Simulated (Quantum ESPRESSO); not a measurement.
## Ga2SiZnP4 (input and log of a self-consistent run)

A calculation, not a measurement. The program is pw.x of Quantum ESPRESSO 7.5 (plane-wave density functional theory). The cell is made up: 8 atoms on a zincblende/diamond lattice, with randomly drawn elements, strain and displacements, not relaxed. PseudoDojo standard norm-conserving files (v0.5 for PBE, v0.4.1 for LDA and PBEsol) set the functional; there is no spin polarisation, spin-orbit coupling or dispersion term, and the masses in the input are unused placeholders.

Input:

```
&control calculation='scf', pseudo_dir='./dojo.nc.sr.pbe.v0_5.standard.upf', outdir='./o', disk_io='medium', tprnfor=.true., tstress=.true. /
&system ibrav=0, nat=8, ntyp=4, nbnd=41, ecutwfc=84.00895049, nosym=.true., tot_charge=0,
 occupations='smearing', smearing='fd', degauss=0.0018374661
/
&electrons conv_thr=7.350e-09, electron_maxstep=60, /
ATOMIC_SPECIES
Ga 1.0 Ga.upf
P 1.0 P.upf
Si 1.0 Si.upf
Zn 1.0 Zn.upf
CELL_PARAMETERS angstrom
5.3998 0.0 0.0
0.0 5.3998 0.0
0.0 0.0 5.5235
ATOMIC_POSITIONS angstrom
Ga 0.0654 0.0676 -0.0083
Si -0.0265 2.717 2.7037
Zn 2.7047 -0.0805 2.703
Ga 2.7058 2.6532 0.026
P 1.3075 1.3676 1.3568
P 1.2214 4.0741 4.076
P 4.0243 1.398 4.1736
P 4.0716 4.1001 1.2548
K_POINTS automatic
4 4 4 1 1 1
```

The log is shortened where brackets say so; the opening notice, blank lines, dates and the lines on written files are dropped, and the path of the files is cut. It prints rydbergs, bohrs and kilobars, and counts compression as positive stress.

```
     Program PWSCF v.7.5
     Parallel version (MPI & OpenMP), running on       1 processor cores
     Number of MPI processes:                 1
     Threads/MPI process:                     1
     [start-up lines left out]
     bravais-lattice index     =            0
     lattice parameter (alat)  =      10.2041  a.u.
     unit-cell volume          =    1086.8417 (a.u.)^3
     number of atoms/cell      =            8
     number of atomic types    =            4
     number of electrons       =        70.00
     number of Kohn-Sham states=           41
     kinetic-energy cutoff     =      84.0090  Ry
     charge density cutoff     =     336.0358  Ry
     scf convergence threshold =      7.3E-09
     mixing beta               =       0.7000
     number of iterations used =            8  plain     mixing
     Exchange-correlation= PBE
                           (   1   4   3   4   0   0   0)
     [axes and pseudopotential details left out]
   Cartesian axes
     site n.     atom                  positions (alat units)
         1        Ga     tau(   1) = (   0.0121116   0.0125190  -0.0015371  )
         2        Si     tau(   2) = (  -0.0049076   0.5031668   0.5007037  )
         3        Zn     tau(   3) = (   0.5008889  -0.0149080   0.5005741  )
         4        Ga     tau(   4) = (   0.5010926   0.4913515   0.0048150  )
         5        P      tau(   5) = (   0.2421386   0.2532686   0.2512686  )
         6        P      tau(   6) = (   0.2261936   0.7544909   0.7548428  )
         7        P      tau(   7) = (   0.7452683   0.2588985   0.7729175  )
         8        P      tau(   8) = (   0.7540279   0.7593059   0.2323790  )
     number of k points=    32  Fermi-Dirac smearing, width (Ry)=  0.0018
                       cart. coord. in units 2pi/alat
        k(    1) = (   0.1250000   0.1250000   0.1222006), wk =   0.0625000
        k(    2) = (   0.1250000   0.1250000   0.3666018), wk =   0.0625000
     [further k points left out]
     Dense  grid:   112965 G-vectors     FFT dimensions: (  60,  60,  64)
     Estimated max dynamical RAM per process >     154.68 MB
     Initial potential from superposition of free atoms
     starting charge      69.9933, renormalised to      70.0000
     Starting wfcs are   48 randomized atomic wfcs
     total cpu time spent up to now is       10.5 secs
     per-process dynamical memory:    87.2 Mb
     Self-consistent Calculation
     iteration #  1     ecut=    84.01 Ry     beta= 0.70
     Davidson diagonalization with overlap
     ethr =  1.00E-02,  avg # of iterations =  3.7
     Threshold (ethr) on eigenvalues was too large:
     Diagonalizing with lowered threshold
     Davidson diagonalization with overlap
     ethr =  4.62E-04,  avg # of iterations =  4.3
     total cpu time spent up to now is       64.3 secs
     total energy              =    -787.91444366 Ry
     estimated scf accuracy    <       0.32330040 Ry
     iteration #  2     ecut=    84.01 Ry     beta= 0.70
     Davidson diagonalization with overlap
     ethr =  4.62E-04,  avg # of iterations =  2.5
     total cpu time spent up to now is       88.5 secs
     total energy              =    -787.98225482 Ry
     estimated scf accuracy    <       0.12229018 Ry
     iteration #  3     ecut=    84.01 Ry     beta= 0.70
     Davidson diagonalization with overlap
     ethr =  1.75E-04,  avg # of iterations =  2.3
     total cpu time spent up to now is      110.7 secs
     total energy              =    -788.00888369 Ry
     estimated scf accuracy    <       0.00910864 Ry
     iteration #  4     ecut=    84.01 Ry     beta= 0.70
     Davidson diagonalization with overlap
     ethr =  1.30E-05,  avg # of iterations =  7.7
     total cpu time spent up to now is      138.5 secs
     total energy              =    -788.01113778 Ry
     estimated scf accuracy    <       0.00164019 Ry
     iteration #  5     ecut=    84.01 Ry     beta= 0.70
     Davidson diagonalization with overlap
     ethr =  2.34E-06,  avg # of iterations =  4.0
     total cpu time spent up to now is      162.5 secs
     total energy              =    -788.01143053 Ry
     estimated scf accuracy    <       0.00007902 Ry
     iteration #  6     ecut=    84.01 Ry     beta= 0.70
     Davidson diagonalization with overlap
     ethr =  1.13E-07,  avg # of iterations =  3.2
     total cpu time spent up to now is      190.3 secs
     total energy              =    -788.01145386 Ry
     estimated scf accuracy    <       0.00001618 Ry
     iteration #  7     ecut=    84.01 Ry     beta= 0.70
     Davidson diagonalization with overlap
     ethr =  2.31E-08,  avg # of iterations =  2.2
     total cpu time spent up to now is      214.2 secs
     total energy              =    -788.01145767 Ry
     estimated scf accuracy    <       0.00000151 Ry
     iteration #  8     ecut=    84.01 Ry     beta= 0.70
     Davidson diagonalization with overlap
     ethr =  2.16E-09,  avg # of iterations =  3.0
     total cpu time spent up to now is      236.1 secs
     total energy              =    -788.01145812 Ry
     estimated scf accuracy    <       0.00000014 Ry
     iteration #  9     ecut=    84.01 Ry     beta= 0.70
     Davidson diagonalization with overlap
     ethr =  2.02E-10,  avg # of iterations =  3.6
     total cpu time spent up to now is      261.1 secs
     total energy              =    -788.01145816 Ry
     estimated scf accuracy    <       0.00000003 Ry
     iteration # 10     ecut=    84.01 Ry     beta= 0.70
     Davidson diagonalization with overlap
     ethr =  3.60E-11,  avg # of iterations =  2.0
     total cpu time spent up to now is      279.5 secs
     End of self-consistent calculation
     [lines on levels left out]
!    total energy              =    -788.01145816 Ry
     estimated scf accuracy    <          2.6E-09 Ry
     smearing contrib. (-TS)   =      -0.00000000 Ry
     internal energy E=F+TS    =    -788.01145816 Ry
     The total energy is F=E-TS. E is the sum of the following terms:
     one-electron contribution =    -568.05080156 Ry
     hartree contribution      =     319.82672142 Ry
     xc contribution           =    -148.23140247 Ry
     ewald contribution        =    -391.55597556 Ry
     convergence has been achieved in  10 iterations
     Forces acting on atoms (cartesian axes, Ry/au):
     atom    1 type  1   force =    -0.03141042   -0.00495549   -0.02777986
     atom    2 type  3   force =    -0.02454078    0.00843774    0.00814100
     atom    3 type  4   force =    -0.00146235    0.01627178    0.01398342
     atom    4 type  1   force =    -0.02446717    0.03919851   -0.02156490
     atom    5 type  2   force =     0.02063438    0.01214537    0.05441660
     atom    6 type  2   force =     0.04400579   -0.02823302   -0.01471735
     atom    7 type  2   force =     0.01550206   -0.01994759   -0.06312784
     atom    8 type  2   force =     0.00173848   -0.02291730    0.05064892
     Total force =     0.140666     Total SCF correction =     0.000159
     Computing stress (Cartesian axis) and pressure
          total   stress  (Ry/bohr**3)                   (kbar)     P=        4.69
   0.00010244   0.00004724  -0.00006019           15.07        6.95       -8.85
   0.00004724   0.00007695   0.00011940            6.95       11.32       17.56
  -0.00006019   0.00011940  -0.00008378           -8.85       17.56      -12.33
     init_run     :      8.16s CPU     10.42s WALL (       1 calls)
     electrons    :    247.04s CPU    269.02s WALL (       1 calls)
     forces       :      3.77s CPU      3.84s WALL (       1 calls)
     stress       :     16.09s CPU     16.18s WALL (       1 calls)
     [timing details left out]
     PWSCF        :   4m35.27s CPU   4m59.91s WALL
     JOB DONE.
```

In other units: free energy -10721.442 eV for the cell, pressure 0.47 GPa, largest force component 1.623 eV/Å. A rerun of the same cell at another strain at 1437 eV and a 6 x 6 x 6 mesh moved values by no more than 0.009 eV in energy, 0.02 GPa in stress and 0.004 eV/Å in force.